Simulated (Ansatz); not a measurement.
Rb$_{2}$H$_{4}$Pt in space group P4_2/mnm (No. 136; Rb on 4d, H on 4e, H on 4f, Pt on 2a) under volume change, r²SCAN in the plane-wave PAW code Ansatz, shape and atoms relaxed at each volume.

| V (Å³/atom) | E − E(relaxed) (meV/atom) | P (GPa) |
|---|---|---|
| 18.831 | 9.7 | 1.82 |
| 19.452 | 4.1 | 1.09 |
| 20.073 | 1.0 | 0.51 |
| 20.694 | 0.0 | 0.00 |
| 21.314 | 0.9 | -0.44 |
| 21.935 | 3.3 | -0.80 |
| 22.556 | 7.0 | -1.12 |

**Question.** What does a third-order Birch–Murnaghan fit give for V₀, B₀ and B′?

**Answer.** V₀ = 20.68 Å³/atom, B₀ = 15.7 GPa, B′ = 4.5.

The workflow started from a Materials Project entry (that database holds measured and hypothetical structures alike); the Crystallography Open Database copy checked does not list it. Whether it is the stable phase at ambient conditions was not checked. Symmetry was held in the r²SCAN relaxation; its stability against distortions is not shown here. No spin polarisation was allowed. Spin–orbit coupling is left out wherever it is not named.

Potentials: the later of the program's two PAW sets.
